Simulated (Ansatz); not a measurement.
HfO$_{2}$ (tetragonal-ZrO2 type, space group P4_2/nmc)

Space group P4₂/nmc, origin choice 1 (No. 137); a = b = 3.605 Å, c = 5.265 Å, α = β = γ = 90.00°

```
atom  site  symmetry       x       y       z
----  ----  --------  ------  ------  ------
Hf      2a      -4m2  0.0000  0.0000  0.0000
O       4d      2mm.  0.0000  0.5000  0.1932
```

Grid over V/V₀ and (c/a)/(c/a)₀, subscript 0 meaning the relaxed cell; the conventional c axis lies along z; no internal relaxation.

The numbers are results of PBE (plane waves to 420 eV, PAW, scalar-relativistic; Ansatz, an electronic-structure program), not measurements. k mesh 9×9×6 (Γ-centred), Fermi-Dirac smearing 0.05 eV. Stress and pressure are positive under compression. As the atoms are clamped, bonds stretch with the cell, which overstates energies and stresses. HfO2 is run without spin polarisation. HfO2 was relaxed with its symmetry unable to fall. Spin-orbit coupling is left out, though Hf is heavy. The PAW data are Ansatz's earlier set. This is a high-temperature form of HfO2. 

```tsv
σxx (GPa)	V/V₀ = 0.960	V/V₀ = 0.980	V/V₀ = 1.000	V/V₀ = 1.020	V/V₀ = 1.040
(c/a)/(c/a)₀ = 0.920	-0.8	-6.2	-11.1	-15.4	___
(c/a)/(c/a)₀ = 0.960	5.3	-0.3	-5.4	-9.9	-14.0
(c/a)/(c/a)₀ = 1.000	11.0	5.2	0.0	-4.7	-9.0
(c/a)/(c/a)₀ = 1.040	16.4	10.4	5.0	0.2	-4.2
(c/a)/(c/a)₀ = 1.080	___	15.3	9.8	4.8	0.3
```

Task: What belongs in the gaps?

Result: 
- (c/a)/(c/a)₀ = 0.920, V/V₀ = 1.040: -19.4
- (c/a)/(c/a)₀ = 1.080, V/V₀ = 0.960: 21.3

(Under strain, the slope of the energy per volume gives the stress and its curvature an elastic modulus.)
